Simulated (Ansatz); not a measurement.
The elements of this relaxed trial crystal are hidden behind letters.

```
lattice vectors (Å)
   3.3329    0.0000    0.0000
   0.0000    3.3329    0.0000
   0.0000    0.0000    8.9884
fractional positions
X 0.0000 0.0000 0.3338
X 0.0000 0.0000 0.6662
Z 0.0000 0.0000 0.0000
Q 0.5000 0.5000 0.2198
Q 0.5000 0.5000 0.5000
Q 0.5000 0.5000 0.7802
```

Level of theory: Ansatz 0.2.0, DFT PBE, scalar-relativistic, plane waves, PAW. The final run on the 6-atom cell used 420 eV, a Γ-centred 12×12×4 mesh, 0.10 eV smearing and no spin polarisation.

```
Space group                                : P4/mmm (No. 123)
Conventional cell                          : a = 3.333 Å, c = 8.988 Å
Volume per atom                            : 16.64 Å³
Density                                    : 3.60 g/cm³
Formation energy                           : +0.10 eV/atom
Gap on the 12×12×4 mesh of the 6-atom cell : 0 eV (a metal)
```

Energies are uncorrected and count from the elements' standard states at the same level.

Question: X is a p-block element of period 3, Z is a p-block element of period 4 and Q is a p-block element of period 3. Which elements are they?

Answer: X = Al, Z = Ga, Q = P, so the formula is Al2GaP3. Density times volume gives a mean mass of 3.60 × 16.64/1.6605 = 36.1 u per atom, and this set has 36.1 u. Al is surrounded by 4 P at 2.57 Å, 4 P at 2.79 Å, 1 Al at 2.99 Å, 1 Ga at 3.00 Å and 4 Al at 3.33 Å; around Ga lie 2 Al at 3.00 Å, 8 P at 3.08 Å and 4 Ga at 3.33 Å; P on a site of symmetry 4mm is surrounded by 1 P at 2.52 Å, 4 Al at 2.57 Å and 4 Ga at 3.08 Å; 1 more site not described. Other sets within the hints have nearly the same mass, so mass alone doesn't settle it; this one was computed.

A structure relaxed within its symmetry needn't be a true minimum. Another cell of Al2GaP3 relaxed alike, in P4mm, lies 248 meV/atom lower, so this cell isn't the stable form at this level.
